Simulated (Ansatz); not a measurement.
Stationary points along a deformation path in Ag

Level of theory: DFT r2SCAN, scalar-relativistic, plane waves, PAW (Ansatz 0.2.0). Settings: plane waves to 500 eV, k-mesh 22×22×22 (Γ-centred), Gaussian smearing 0.15 eV. No spin polarisation. Energies are free energies at this smearing, counted from the undisturbed cell; pressure is positive in compression.

The starting cell (as given, not relaxed at this level; it stands at -3.6 GPa; this bcc form isn't the usual structure):

```xyz
1
Lattice="-1.6557 1.6557 1.6557 1.6557 -1.6557 1.6557 1.6557 1.6557 -1.6557" Properties=species:S:1:pos:R:3 pbc="T T T"
Ag    0.0000    0.0000    0.0000
```

At fixed volume and fractional coordinates, lengths along (0.577, 0.577, 0.577) are scaled against those across it; ρ is that ratio over its starting value. V = 18.154 Å³/atom. Δσ is the stress along the axis less the mean stress across it (compression positive).

```
    ρ  ΔE (meV/atom)  Δσ (GPa) space group
0.500         8548.2    569.33         R-3m
0.600         3096.4    255.19         R-3m
0.710          934.4    101.70         R-3m
0.850          134.3     26.71         R-3m
0.930           19.2      8.32         R-3m
1.000            0.0      0.00        Im-3m
1.080           16.7     -5.54         R-3m
1.200           75.6     -9.07         R-3m
1.410          193.9     -9.61         R-3m
1.700          308.4     -6.08         R-3m
2.000          347.8      0.00        Pm-3m
```

Task: How does the stress give the slope of the energy, and where is the energy stationary?

Result: Along the path d ln(length) is 2/3 d ln ρ on the axis and −1/3 d ln ρ across it, so dE/d ln ρ = −(2/3) V Δσ: the energy falls with ρ where Δσ is positive. Δσ vanishes or changes sign at ρ = 1.000 (Im-3m), a minimum at 0.0 meV/atom; at ρ = 2.000 (Pm-3m, an end of the scan), at 347.8 meV/atom. Pairs of stationary points between two samples would go unseen, and could change a minimum read from distant neighbours into a maximum. At ρ = 1.000, 2.000 the cell is cubic, where symmetry alone makes the stress isotropic and the slope zero.

Task: Which shear constant sets the curvature at ρ = 1?

Result: For a cubic crystal E/V = (2/3) C (ln ρ)² with C = C44, so Δσ = −2C ln ρ. The parabola of Δσ against ln ρ through ρ = 0.930, 1 and 1.080 gives C ≈ 47 GPa with the ions clamped, rough because the steps are large. It is the stress–strain coefficient at this cell's pressure of -3.6 GPa, not the zero-pressure constant.

In a metal these slopes depend on the k mesh and the smearing.